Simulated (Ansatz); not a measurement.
SiHg₂: frozen-core PAW against all-electron methods

```
Si Hg
1.0
     0.00000    3.28988    3.28988
     3.28988    0.00000    3.28988
     3.28988    3.28988    0.00000
Si Hg
1 2
Direct
  0.00000 0.00000 0.00000
  0.25000 0.25000 0.25000
  0.75000 0.75000 0.75000
```

Atoms are numbered in the order listed.

The conventional cell has a = 6.580 Å, b = 6.580 Å, c = 6.580 Å, α = 90.00°, β = 90.00°, γ = 90.00°. Around Si (atom 1) lie 8 Hg at 2.85 Å. Hg (atom 2) has 4 Si at 2.85 Å as nearest neighbours.

The structure comes from a relaxation in the same program, started in the fluorite type, and has space group Fm-3m. Whether it is a known phase or the ground state wasn't checked.

No spin–orbit coupling, which matters for the heavy atoms here.

Levels of theory: DFT, PBE, PAW with Ansatz's default frozen-core files, scalar-relativistic (Ansatz 0.2.0); DFT, PBE, all-electron PAW with datasets made for the crystal, scalar-relativistic (Ansatz 0.2.0); DFT, PBE, all-electron LAPW, scalar-relativistic (Ansatz 0.2.0).

For PAW: a Γ-centred 9×9×9 k mesh, Fermi–Dirac smearing of 0.03 eV, cutoff 420 eV, no spin polarisation. The crystal-made all-electron datasets (AE datasets) take a cutoff of 260 eV at this cell. LAPW targets a basis error of 0.5 meV/atom. The Ansatz runs share mesh, smearing and spin set-up. Plane-wave (PAW) pressures include the program's estimate of the Pulay term.

Stress and pressure are positive in compression.

Levels count from the Fermi level.

```tsv
quantity	PAW	AE datasets	LAPW
pressure (GPa)	-0.02	-0.03	-0.03
highest filled level at Γ (eV)	-0.493	-0.492	-0.492
lowest empty level at Γ (eV)	1.222	1.223	1.223
highest filled level at W (eV)	-2.829	-2.830	-2.830
lowest empty level at W (eV)	2.493	2.494	2.494
highest filled level at L (eV)	-1.210	-1.210	-1.210
lowest empty level at L (eV)	0.123	0.123	0.123
```
